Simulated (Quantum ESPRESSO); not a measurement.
One change at a time to AlRu2Ta3W2

These are calculations, not measurements. They come from Quantum ESPRESSO 7.5, a public plane-wave density functional program. Each row is one single-point run on a made-up periodic cell of eight metal atoms, with elements, volume, strain and displacements drawn at random and not relaxed, so a cell may be unstable or far from any real phase. There is no spin polarisation or spin-orbit coupling.

Settings: PBE unless stated; PseudoDojo standard norm-conserving files; Fermi-Dirac width 0.25 eV, which means electrons at about 2900 K; cutoff 1143 eV; 5 x 5 x 5 k mesh shifted half a step off Gamma. E is the free energy of the whole cell (internal energy minus TS), so a -TS column is already part of it. Stress is positive in tension, and the pressure P is minus a third of its trace.

Checks: one run of this series was repeated at a higher cutoff and on a denser mesh, which moved values by no more than 0.005 eV, 0.02 GPa and 0.003 eV/Å, and a second program with other atomic files agreed on it to 2 % rms in force and 0.5 GPa in pressure. Known limits: heavy elements are run without spin-orbit coupling, which real alloys of them have; a spin test at this wide smearing found no moment, but such smearing suppresses magnetism that the real alloy may have.

The lattice is hexagonal close-packed, and the cell vectors in Å are (-0.059, 5.026, -0.032); (3.028, -0.064, 4.633); (2.918, -0.005, -4.564), a volume of 137.39 Å³ in run 1. The elements on sites 1 to 8 are Ta Ta Al Ru Ta W W Ru. Each later run makes one change to run 1 and keeps the rest. E is counted from run 1, and is n/a where other atomic files have another zero of energy.

| run | change | V (Å³) | P (GPa) | -TS (eV) | rms force (eV/Å) | largest change of a force component (eV/Å) | E (eV) |
|---|---|---|---|---|---|---|---|
| 1 | none | 137.39 | -8.39 | -1.912 | 0.435 | 0.000 | 0.000 |
| 2 | sites 2 and 3 exchanged | 137.39 | -8.39 | -1.857 | 0.449 | 0.459 | -0.060 |
| 3 | all lengths scaled by +1.34 % | 142.99 | -14.92 | -2.005 | 0.394 | 0.139 | ? |
| 4 | LDA in place of PBE | 137.39 | -20.05 | -1.917 | 0.413 | 0.137 | n/a |
| 5 | site 5 moved by -0.21 Å along z | 137.39 | -7.74 | -1.886 | 0.591 | 1.375 | 0.139 |

## Worked estimate

Along a uniform scaling dE = -P dV. The mean of the two pressures is -11.655 GPa and the volume changes by 5.60 Å³, with 160.2 GPa to one eV/Å³. The same two rows give -V dP/dV = 163 GPa for this cell with clamped atoms, which is not the bulk modulus of a real alloy.

## Withheld value

Question: what E should run 3 give?

The estimate is 0.407 eV. The calculation gave 0.411 eV. The mean of two end points misses the curvature of P, and the finite cutoff adds a little.
